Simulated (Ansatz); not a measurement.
A geometry of Rh away from equilibrium: the start of the relaxation of a relaxed Rh cell, doubled along one cell vector, shaken by Gaussian noise of σ = 0.08 Å a coordinate. Computed with PBEsol (plane waves to 420 eV, PAW, scalar-relativistic; Ansatz, a quantum-chemistry and plane-wave program). Γ-centred k-mesh 15×15×8 on the run's cell (coarser than for final values), Fermi–Dirac smearing 0.05 eV.

```xyz
2
Lattice="-1.5145 1.5145 1.5145 1.5145 -1.5145 1.5145 3.0290 3.0290 -3.0290" Properties=species:S:1:pos:R:3 pbc="T T T"
Rh     0.0374     0.0994     0.0796
Rh     1.3668     1.4299    -1.4801
```

Q: Give the Cartesian forces on all atoms (eV/Å).

A: 
```tsv
atom	Fx	Fy	Fz
Rh1	-1.95	-1.96	-0.24
Rh2	1.95	1.96	0.24
```

Q: What is the pressure?

A: +10.3 GPa, compression positive.

Q: How much energy per atom can still be gained by relaxing?

A: 0.56 eV/atom; the path ends in Fm-3m (No. 225) (fcc (Cu type)).

No spin polarisation in the result.

The run could not lose the symmetry of its start.

Of the parent cell (Im-3m (No. 229)): it is a generated cell of Rh: the first start was made by placing the elements on the sites of a structure type, and the end was not matched to a known phase here, so it may be hypothetical. Known forms of Rh include space group No. 225.
